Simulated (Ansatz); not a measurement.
BaTiO$_{3}$:
```
CELL_PARAMETERS angstrom
      3.95548     0.00000     0.00000
      0.00000     3.95548     0.00000
      0.00000     0.00000     4.04600
ATOMIC_POSITIONS crystal
  Ba 0.50000 0.50000 0.58272
  Ti 0.00000 0.00000 0.09791
  O  0.00000 0.50000 0.06335
  O  0.50000 0.00000 0.06335
  O  0.00000 0.00000 0.55266
```

PBEsol (plane waves, PAW; program Ansatz) gives a gap of 1.85 eV without spin–orbit coupling, maximum at A, minimum at Γ.

Q: What happens when spin–orbit coupling is switched on?

A: The gap stays essentially unchanged, to 1.85 eV; maximum at A, minimum at Γ.

Q: Give the electron effective mass with spin–orbit coupling.

A: 0.40, 0.40, 7.4 mₑ (principal values).

Q: Give the hole effective mass with spin–orbit coupling.

A: 0.80, 0.80, 21 mₑ (principal values).

Space group P4mm. The PBEsol relaxation kept the symmetry of its start. The run is not spin-polarised.

Potentials: the earlier of the program's two PAW sets. The files were generated under PBE; for other functionals the program regenerates the frozen cores, and for LDA and PBEsol the local potential too.
